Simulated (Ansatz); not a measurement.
Here is the system:

AlAs:
```
AlAs
1.0
    0.00000     2.60523     2.60523
    2.60523     0.00000     2.60523
    2.60523     2.60523     0.00000
Al As
1 1
Direct
  0.50000   0.50000   0.50000
  0.00000   0.00000   0.00000
```

This is the LDA-relaxed structure.

Q: All from LDA in the plane-wave PAW code Ansatz, unless another level is named. Estimate the electronic character.

A: metallic (no gap).

Q: Give the density of states at the Fermi level.

A: 0.37 states/eV per atom (mean over ±0.08 eV).

Q: What about the formation energy from the elements (no fitted shifts)?

A: -25 kJ/mol of atoms.

Space group Fm-3m (rock salt). The workflow started from a Materials Project entry (that database holds measured and hypothetical structures alike); the Crystallography Open Database copy checked does not list it. It is not the phase usual at ambient conditions (space group No. 216). The LDA relaxation kept the symmetry of its start; its stability against distortions is not shown here. The references are the lowest solids computed at this level, not always the standard phases. Scalar-relativistic: spin–orbit coupling is off unless named, which matters more the heavier the elements.

Potentials: the later of the program's two PAW sets.
